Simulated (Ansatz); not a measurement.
SnO2:
```cif
data_O4Sn2
_chemical_formula_sum 'Sn2 O4'
_space_group_name_H-M_alt 'P42/mnm'
_space_group_IT_number 136
_space_group_name_Hall '-P 4n 2n'
_cell_length_a 4.72263
_cell_length_b 4.72263
_cell_length_c 3.19022
_cell_angle_alpha 90.000
_cell_angle_beta 90.000
_cell_angle_gamma 90.000
loop_
_atom_site_label
_atom_site_type_symbol
_atom_site_symmetry_multiplicity
_atom_site_Wyckoff_symbol
_atom_site_fract_x
_atom_site_fract_y
_atom_site_fract_z
_atom_site_occupancy
Sn1 Sn 2 a 0.00000 0.00000 0.00000 1
O1 O 4 f 0.30607 0.30607 0.00000 1
```

Relaxed with LDA.

Which orbitals make up the states near the band edges in DFT-LDA in the program Ansatz with PAW potentials?

Top 1 eV of the valence band: O 2p 98 %. Bottom 1 eV of the conduction band: Sn 5s 51 %, O 2s 28 %, O 2p 17 %. Projections are on Löwdin-orthogonalised atomic valence shells; empty p or d shells of many metals are not among them.

Tabulate the density of states.

States/eV per cell of 6 atoms, in 0.25 eV bins, energy from the valence-band maximum.

```
E (eV)  total  O 2p  Sn 5s  Sn 5p
------  -----  ----  -----  -----
-7.85    1.68  0.97   0.60   0.06
-7.60    2.14  1.23   0.74   0.07
-7.35    1.70  0.98   0.54   0.07
-7.10    1.91  1.10   0.59   0.07
-6.85    1.50  0.88   0.44   0.06
-6.60    1.03  0.61   0.29   0.05
-6.35    1.13  0.69   0.28   0.06
-6.10    0.98  0.60   0.22   0.06
-5.85    0.85  0.53   0.18   0.06
-5.60    1.10  0.74   0.14   0.14
-5.35    1.76  1.26   0.10   0.32
-5.10    2.27  1.65   0.09   0.44
-4.85    2.40  1.76   0.08   0.45
-4.60    2.57  1.92   0.08   0.47
-4.35    3.12  2.38   0.06   0.58
-4.10    4.08  3.15   0.07   0.72
-3.85    3.84  2.99   0.06   0.62
-3.60    3.19  2.52   0.05   0.46
-3.35    3.01  2.43   0.03   0.40
-3.10    3.17  2.64   0.03   0.35
-2.85    2.78  2.35   0.02   0.28
-2.60    2.89  2.46   0.02   0.25
-2.35    2.94  2.56   0.02   0.22
-2.10    3.36  2.99   0.02   0.18
-1.85    4.89  4.52   0.02   0.14
-1.60    4.90  4.62   0.01   0.08
-1.35    7.58  7.26   0.02   0.06
-1.10    7.56  7.32   0.02   0.04
-0.85   10.09  9.87   0.01   0.04
-0.60    3.27  3.20   0.00   0.03
-0.35    1.09  1.07   0.00   0.01
-0.10    0.26  0.25   0.00   0.00
0.15     0.00  0.00   0.00   0.00
0.40     0.00  0.00   0.00   0.00
0.65     0.00  0.00   0.00   0.00
0.90     0.00  0.00   0.00   0.00
1.15     0.00  0.00   0.00   0.00
1.40     0.01  0.00   0.01   0.00
1.65     0.04  0.01   0.02   0.00
1.90     0.06  0.01   0.03   0.00
2.15     0.09  0.02   0.04   0.00
2.40     0.12  0.03   0.05   0.01
2.65     0.15  0.04   0.07   0.01
2.90     0.19  0.05   0.08   0.01
3.15     0.23  0.06   0.10   0.02
3.40     0.29  0.08   0.12   0.02
3.65     0.35  0.11   0.15   0.03
3.90     0.45  0.14   0.19   0.03
4.15     0.62  0.20   0.26   0.05
4.40     0.69  0.23   0.30   0.05
4.65     0.88  0.29   0.39   0.06
4.90     2.08  0.66   0.94   0.18
5.15     2.02  0.65   0.90   0.20
5.40     1.80  0.59   0.79   0.18
5.65     1.63  0.55   0.72   0.16
5.90     1.45  0.51   0.66   0.12
```

Space group P4_2/mnm (rutile). The LDA relaxation kept the symmetry of its start; phonons on a q-mesh show no instability. Scalar-relativistic: spin–orbit coupling is off unless named, which matters more the heavier the elements.

Potentials: the later of the program's two PAW sets.
